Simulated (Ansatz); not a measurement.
Computed with DFT PBE, scalar-relativistic, plane waves, PAW in Ansatz 0.2.0. Cutoff 420 eV, Γ-centred meshes of about 0.25 Å⁻¹ or finer for metals and 0.3 Å⁻¹ for insulators (2π included), Gaussian smearing. No spin polarisation.

Relaxed forms of Be3TeSe2:

Cell 1. Space group Imm2 (No. 44), orthorhombic, a = 3.782 Å, b = 11.335 Å, c = 5.335 Å. Be on a site of symmetry m is surrounded by 3 Se at 2.25–2.28 Å and 1 Te at 2.44 Å; around Be on a site of symmetry mm2 lie 2 Se at 2.25 Å and 2 Te at 2.40 Å; around Te lie 4 Be at 2.40–2.44 Å; Se is surrounded by 4 Be at 2.25–2.28 Å.

Cell 2. Space group P3m1 (No. 156), trigonal, a = 3.784 Å, c = 9.259 Å. Around Be on its first site lie 1 Se at 2.23 Å and 3 Te at 2.37 Å; around Be on its second site lie 3 Se at 2.29 Å and 1 Te at 2.45 Å; around Te lie 4 Be at 2.37–2.45 Å; Se on its first site is surrounded by 4 Be at 2.23–2.30 Å; 2 more sites not described.

Task: Order them by Kohn–Sham gap, widest first, and say which is lowest in energy.

Result: Gaps on the mesh: 2.06 eV for cell 1, 1.76 eV for cell 2. Lowest in energy is cell 1; cell 2 lies 12 meV/atom higher. The lowest form also has the widest gap. Counting Se or Te atoms around Be (for each partner element, those within 1.25 times its shortest distance or 1.15 times the sum of covalent radii, where it is the nearest in units of that sum or under 1.3): cell 1 (Imm2, 19.1 Å³/atom) has Be 4; cell 2 (P3m1, 19.1 Å³/atom) has Be 4.

Gaps are read on each cell's k mesh and can be smaller between its points; Kohn–Sham gaps at this level usually fall short of measured ones. The missing spin–orbit coupling can work the other way here. These runs have no spin–orbit coupling, which can matter for Te. With atoms moved at random, cell 1 came back. Cell 2 had no clear such test and can be a saddle point. Some structure types and database cells were kept out of the candidates from the start, so a known form may be missing.
